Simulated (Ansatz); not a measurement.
An Ansatz (a program for electronic structure) run. Input:

Ansatz 0.2 input:
```yaml
crystal:
  lattice:
    - [3.7380193605, 0.0, 0.0]
    - [-1.8690096803, 3.2372197261, 0.0]
    - [0.0, 0.0, 6.105639507]
  atoms:
    - { symbol: Zr, position: [0.0, 0.0, 0.0127343095] }
    - { symbol: Se, position: [0.6666666667, 0.3333333333, 0.7480400542] }
    - { symbol: S, position: [0.3333333333, 0.6666666667, 0.2392256362] }
kpoints:
  mp_grid: { grid: [9, 9, 5] }
hamiltonian:
  xc: r2scan
  dispersion: d4
  pseudopotentials: { kind: paw }
scf:
  occupations: { method: fixed }
checkpoint: { read: static.run }
output: { write_density: true, elf: true, volumetric_format: npy }
basis: { fft_grid_basis: typed }
```

Output (shortened):

```
Pseudopotential: Zr, paw, valence charge 12
Pseudopotential: Se, paw, valence charge 16
Pseudopotential: S, paw, valence charge 6
Functional definition: r2SCAN
Crystal: 3 atoms, lattice volume = 73.883 Å³
Basis set: ecut = 500 eV, 1847 PW (Γ), exchange–correlation on 120×120×180 points (64 copies of the dense FFT grid, shifted against one another)
Bands: 21, of which v1, the nominal top of the filled ones, is band 17 counted from 1 (16 counted from 0)
Symmetry: 6 space group operations
Space group: P3m1 (ITA 156), of the structure as read, at distance tolerance 4.2e-5 Å
k-points: 50 of 405 (time reversal used)
Stability of the state it starts from, as read at its close in the unpolarized treatment …
iter 1 solved again at ethr=1.07e-7 eV; its pass at ethr=3.10e-3 eV (dr2=3.63e-5 eV) is discarded
SCF iter   1: F=—  HF=-10584.335354 eV  |F-HF|=—  |Δ(HF+E_count)|=         —  Δρ=6.86e-7  dr2=7.02e-10  dr2_τ=3.23e-11  ethr=1.07e-7  ⟨swp⟩=3.3  Hψ=7280  notcnv=0  defer=100
preconditioner: auto → Resta (q_TF=auto, 2.397 Å⁻¹)
SCF iter   2: F=-10584.335354 eV  HF=-10584.335354 eV  |F-HF|=2.04e-10  |Δ(HF+E_count)|=   4.06e-8  Δρ=3.96e-7  dr2=2.83e-10  dr2_τ=3.20e-11  ethr=2.06e-12  ⟨swp⟩=8.2  Hψ=4581  notcnv=0
SCF 1 converged in 2 iterations: F = -10584.335354 eV  dr2 = 2.83e-10
SCF converged after 2 iterations
Free energy (F): -10584.335354 eV
Harris-Foulkes:  -10584.335354 eV  (|F-HF|=2.04e-10)
Internal energy: -10584.335354 eV  (E = F + TS)
E sigma→0 (E₀):  -10584.335354 eV
Fermi energy:    7.527725 eV
--- Per-component energies (eV) ---
  E_band       = -568.235751
  E_kinetic    = 557.623180
  E_local      = -3905.740887  (includes V_loc(G=0)·N_el)
  E_nonlocal   = -490.263474
  E_hartree    = 1768.995135
  E_xc         = -346.987242
  E_vxc        = -412.550992  (∫ρ·V_xc dr)
  E_paw        = -5504.221219  (= ΣΔE_a)
  E_vpaw       = 122.796342  (= ΣTr[D̂ρ^β])
  E_aug_tail   = -0.000199  (compensation charges beyond the density's cutoff)
  E_vtau       = 21.910457  (kinetic-family band-sum trace: ∫τ·v_τ [+ j·A + Jᵃ·Aᵃ] dr)
  E_ewald      = -2661.393646
  E_disp       = -0.307723  (pairwise vdW)
  E_core_change = -2.039279  (= ΣΔE_core)
  E_smearing   =  0.000000  (= −TS)
  E_closure    = 0.000000  (closes the sum)
  Σ components = -10584.335354   (vs F -10584.335354, Δ=0.00e0)
  [band-id]    e_kinetic+e_local+e_nonlocal+2·e_hartree+e_vxc+e_vpaw+e_augmentation_tail+e_vtau = -568.235304   (vs E_band -568.235751, Δ=4.47e-4)
--- Band table (eV; the first three rows and the last of 50) ---
  k-point 0: bands = ["-43.4375", "-39.7310", "-39.7310", "-39.7236", "-39.7236", "-39.7212", "-20.7780", "-20.6507", "-20.6507", "-5.9552", "-4.5750", "2.9107", "4.4979", "4.4979", "7.4131", "7.5277", "7.5277", "9.0997", "9.0997", "9.8502", "12.4366"]
  k-point 1: bands = ["-43.4375", "-39.7310", "-39.7310", "-39.7236", "-39.7236", "-39.7212", "-20.7781", "-20.6507", "-20.6507", "-5.8875", "-4.6820", "3.1836", "4.5093", "4.5093", "6.8184", "7.4812", "7.4812", "9.0906", "9.0906", "10.0429", "12.5539"]
  k-point 2: bands = ["-43.4375", "-39.7310", "-39.7310", "-39.7236", "-39.7236", "-39.7212", "-20.7783", "-20.6507", "-20.6507", "-5.7472", "-4.8838", "3.8038", "4.5283", "4.5283", "5.8274", "7.4080", "7.4080", "9.0754", "9.0754", "10.2105", "12.7536"]
  k-point 49: bands = ["-43.4208", "-39.7307", "-39.7296", "-39.7235", "-39.7234", "-39.7206", "-20.8100", "-20.8005", "-20.7178", "-4.8262", "-4.5436", "3.6842", "3.9555", "4.1392", "5.3592", "5.4796", "5.5520", "9.8492", "10.2836", "10.4995", "12.7062"]
```

Cost: about 10 core-seconds (a rough figure) on shared cores.

The workflow started from a Materials Project entry (that database holds measured and hypothetical structures alike); the Crystallography Open Database copy checked does not list it. With Se and S taken as one species the cell has the higher symmetry P-3m1, so it may be an ordered model of a mixed-site phase. Whether it is the stable phase at ambient conditions was not checked. The cell was relaxed with r²SCAN+D4 under the symmetry of its start; its stability against distortions is not shown here. No spin polarisation was allowed. Spin–orbit coupling is left out wherever it is not named.

Potentials: the later of the program's two PAW sets.

Ansatz is a plane-wave DFT program.
